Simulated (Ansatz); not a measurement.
Sb (A7 (α-As type)) was relaxed and computed twice in Ansatz (plane waves, PAW), once with LDA and once with r²SCAN+D4.

```csv
,run 1,run 2
cell,"a = 4.294 Å, b = 4.294 Å, c = 10.968 Å, α = 90.00°, β = 90.00°, γ = 120.00°","a = b = 4.328 Å, c = 11.398 Å, α = β = 90.00°, γ = 120.00°"
```

Which run used which functional?

Run 1 is LDA, run 2 is r²SCAN+D4.

All cells were relaxed under the symmetry of their starts (and spin orders); stability against distortions was not tested throughout. Scalar-relativistic: spin–orbit coupling is off unless named, which matters more the heavier the elements.

Potentials: the later of the program's two PAW sets.

Ansatz (a first-principles code) is a plane-wave DFT program.
